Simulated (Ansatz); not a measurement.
**ZnAg: moving Ag off its site**

ZnAg, Pm-3m, a = 3.156 Å (as given, not relaxed at this level: -3.9 GPa). The structure is a COD entry; whether it is the stable form wasn't checked. Ansatz: PBEsol, PAW, 420 eV, Γ-centred 16×16×16 mesh on 2 atoms, Gaussian smearing 0.15 eV; no spin polarisation.

```
Zn Ag
1.0
     3.15600    0.00000    0.00000
     0.00000    3.15600    0.00000
     0.00000    0.00000    3.15600
Zn Ag
1 1
Direct
  0.50000 0.50000 0.50000
  0.00000 0.00000 0.00000
```

Atom 2 (Ag) moves by x along the unit vector (0.000, 0.000, 1.000), with its periodic images; all else is held. y is the free energy of the cell over the start, F the force along the path summed over the moved atoms. Symmetry makes y even in x.

| x (Å) | y (meV) | F (eV/Å) |
| --- | --- | --- |
| -0.5000 | ? | ? |
| -0.2500 | 100.3 | 0.80 |
| 0.0000 | 0.0 | 0.00 |
| 0.0625 | 6.3 | -0.20 |
| 0.1250 | 25.1 | -0.40 |
| 0.1875 | 56.5 | -0.60 |
| 0.3125 | 156.6 | -1.00 |
| 0.3750 | 225.1 | -1.19 |
| 0.4375 | 305.5 | -1.38 |

Fit y = c2 x² + c4 x⁴ to the energies of the other rows, give the force constant, and predict energy and force of the missing row.

Least squares on the rows shown. y = 1610.6 x² − 74.608 x⁴. The force constant is 2 c2 = 3.22 eV/Å², for the cell as given, at -3.9 GPa (for all images moving together, not for a lone atom). With two atoms in a cubic cell this is the optical mode at Γ (in a metal it hangs on mesh and smearing): ω = 521.5 √(2 c2/μ) = 147 cm⁻¹ for μ = 40.71 u. The force −dy/dx at the missing row is 1.57 eV/Å (computed 1.56). At x = -0.5000 the fit asked for gives 398.0 meV. The run gave 397.4 meV, so the fit is 0.6 meV too high, a small miss on the scale of the series.